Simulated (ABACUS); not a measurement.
Consider a self-consistent single point of TaN (P6/mmm, 6 atoms in the cell; from COD 9008975, changed as shown).

```xyz
6
Lattice="5.1910 0.0000 0.0000 -2.5955 4.4955 0.0000 0.0000 0.0000 2.8789" Properties=species:S:1:pos:R:3 pbc="T T T"
Ta     0.0000     0.0000     0.0000
Ta     0.0000     2.9970     1.4395
Ta     2.5955     1.4985     1.4395
N      2.5955     0.0000     0.0000
N      1.2977     2.2478     0.0000
N     -1.2977     2.2478     0.0000
```

Method: PBEsol, numerical atomic orbitals TZDP (confined pseudo-atomic orbitals; energy shift 0.01 Ry), PseudoDojo 0.4 standard norm-conserving PBEsol (tails mended) pseudopotentials in ABACUS 3.10.1.

ABACUS settings:

* **basis**: TZDP numerical atomic orbitals, energy shift 0.01 Ry
* **KPT**: Gamma 7 7 11 0 0 0
* **basis_type**: lcao
* **ecutwfc**: 100 Ry
* **smearing_method**: fd
* **smearing_sigma**: 0.00734986 Ry
* **potentials**: PseudoDojo 0.4 standard norm-conserving PBEsol (tails mended)
* **symmetry**: 1
* **symmetry_prec**: 1e-05
* **ks_solver**: scalapack_gvx
* **scf_nmax**: 100
* **scf_thr**: 1.0e-07
* **mixing_type**: pulay

Results:

```
Property                                                 Result
------------------------------------------------  -------------
Number of valence electrons                                  54
Number of bands                                              37
Number of k-points after the program's reduction             48
Size of the basis                                           150
Number of SCF iterations                                     11
Free energy E − TS                                -6159.5290 eV
Fermi level (on the code's own zero)                   19.54 eV
Pressure                                               4.97 GPa
```

Stress (GPa, positive for compression):
```
3.17  0.00  0.00
0.00  3.17  0.00
0.00  0.00  8.56
```

For comparison: a first run was changed to give this one (lattice vector c scaled by 0.99), and from it to this one the free energy goes up by 3.1 meV/atom and the pressure goes from 0.64 to 4.97 GPa.

The atom-centred basis is finite, which shifts total energies and pressures against plane waves.

Cost on one core: about 50 core-seconds (a rough figure).

The atomic orbitals were generated for these runs; they are not ABACUS's published sets and were checked against plane waves on a few crystals only.

“Tails mended”: in these copies of the files the far tail of each local potential was reset to the Coulomb form.
